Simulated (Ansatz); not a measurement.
This AlCu5 structure is the end of a relaxation. The cell was found from a structure generator's guess, not taken from experiment.

The calculation used DFT PBE, scalar-relativistic, plane waves, PAW in Ansatz 0.2.0. Cutoff 420 eV, Γ-centred mesh, Gaussian smearing, no spin polarisation.

```xyz
6
Lattice="4.7247 0.0000 0.0000 -2.3624 4.0917 0.0000 0.0000 0.0000 6.9507" Properties=species:S:1:pos:R:3 pbc="T T T"
Al    0.0000    0.0000    0.0000
Cu    2.3624    0.0000    3.4753
Cu   -1.1812    2.0459    3.4753
Cu    1.1812    2.0459    3.4753
Cu    0.0000    0.0000    4.6319
Cu    0.0000    0.0000    2.3188
```

The zero of energy is the elements' standard structures at the same level; no fitted shifts are applied.

(1) What space group does it have?

(2) What is its formation energy per atom?

(3) Is it a metal?

Results:

(1) P6/mmm (No. 191). Conventional cell: a = 4.725 Å, c = 6.951 Å. Al is surrounded by 2 Cu at 2.32 Å; Cu on a site of symmetry mmm has 4 Cu at 2.36 Å and 4 Cu at 2.63 Å; Cu on a site of symmetry 6mm has 1 Cu at 2.31 Å, 1 Al at 2.32 Å and 6 Cu at 2.63 Å.

(2) +0.62 eV/atom. It can't be a ground state, since the elements alone are lower.

(3) Yes, bands cross the Fermi level on the 12×12×6 mesh.

The last run used a 12×12×6 mesh (in the run's order of axes) for its 6-atom cell and Gaussian smearing of 0.10 eV. A structure relaxed within its symmetry needn't be a true minimum. Another cell of AlCu5 relaxed alike, in P-62m, lies 0.75 eV/atom lower, so this cell isn't the stable form at this level.
